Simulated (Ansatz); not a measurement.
## C: input and result

Input of a DFT run with Ansatz (development build), a test cell that isn't relaxed; energies in eV and lengths in Å:

```yaml
crystal:
  lattice:
    - [7.134, 0, 0]
    - [0, 7.134, 0]
    - [0, 0, 3.567]
  atoms:
    - { symbol: C, position: [0, 0, 0] }
    - { symbol: C, position: [0.125, 0.125, 0.25] }
    - { symbol: C, position: [0, 0.25, 0.5] }
    - { symbol: C, position: [0.125, 0.375, 0.75] }
    - { symbol: C, position: [0.25, 0, 0.5] }
    - { symbol: C, position: [0.375, 0.125, 0.75] }
    - { symbol: C, position: [0.25, 0.25, 0] }
    - { symbol: C, position: [0.375, 0.375, 0.25] }
    - { symbol: C, position: [0, 0.5, 0] }
    - { symbol: C, position: [0.125, 0.625, 0.25] }
    - { symbol: C, position: [0, 0.75, 0.5] }
    - { symbol: C, position: [0.125, 0.875, 0.75] }
    - { symbol: C, position: [0.25, 0.5, 0.5] }
    - { symbol: C, position: [0.375, 0.625, 0.75] }
    - { symbol: C, position: [0.25, 0.75, 0] }
    - { symbol: C, position: [0.375, 0.875, 0.25] }
    - { symbol: C, position: [0.5, 0, 0] }
    - { symbol: C, position: [0.625, 0.125, 0.25] }
    - { symbol: C, position: [0.5, 0.25, 0.5] }
    - { symbol: C, position: [0.625, 0.375, 0.75] }
    - { symbol: C, position: [0.75, 0, 0.5] }
    - { symbol: C, position: [0.875, 0.125, 0.75] }
    - { symbol: C, position: [0.75, 0.25, 0] }
    - { symbol: C, position: [0.875, 0.375, 0.25] }
    - { symbol: C, position: [0.5, 0.5, 0] }
    - { symbol: C, position: [0.625, 0.625, 0.25] }
    - { symbol: C, position: [0.5, 0.75, 0.5] }
    - { symbol: C, position: [0.625, 0.875, 0.75] }
    - { symbol: C, position: [0.75, 0.5, 0.5] }
    - { symbol: C, position: [0.875, 0.625, 0.75] }
    - { symbol: C, position: [0.75, 0.75, 0] }
    - { symbol: C, position: [0.875, 0.875, 0.25] }
kpoints:
  mp_grid: { grid: [1, 1, 2] }
hamiltonian:
  xc: pbe
  pseudopotentials: { kind: paw, source: jth }
  dispersion: none
scf:
  occupations: { method: fixed }
dielectric: {}
```

Command: `ansatz run input.yaml --threads 11`

It ran on JTH PAW at 780 eV.

Caveats: the program warns that the mesh is coarse for the field response; very coarse k mesh, result far from converged.

(1) What clamped-ion dielectric tensor of the whole cell results?

(2) How long does it take on 1 NVIDIA GB300 GPU, shared host?

## Answers

(1) 
```
5.84 0.00 0.00
0.00 5.84 0.00
0.00 0.00 5.84
```

(2) About 14 s of wall time, 2.9 GiB of host memory.
